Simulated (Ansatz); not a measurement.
AlV2C in space group P6_3/mmc (No. 194; Al on 2d, V on 4f, C on 2a) under volume change, PBEsol in the plane-wave PAW code Ansatz, shape and atoms relaxed at each volume.

```
V (Å³/atom)  E − E(relaxed) (meV/atom)  P (GPa)
-----------  -------------------------  -------
10.630                            64.8    21.44
10.981                            27.2    13.15
11.331                             [?]      [?]
11.682                             0.0     0.00
12.032                             [?]      [?]
12.382                            21.9    -9.50
12.733                            46.9   -13.19
```

Problem. What belongs in the gaps?

Solution. 
- 11.331, E − E(relaxed) (meV/atom): 6.4
- 11.331, P (GPa): 6.05
- 12.032, E − E(relaxed) (meV/atom): 5.8
- 12.032, P (GPa): -5.13

Problem. What does a third-order Birch–Murnaghan fit give for V₀, B₀ and B′?

Solution. V₀ = 11.68 Å³/atom, B₀ = 185 GPa, B′ = 4.4.

The PBEsol relaxation kept the symmetry of its start. The workflow began spin-polarised and lost its moments.

Potentials: the later of the program's two PAW sets.
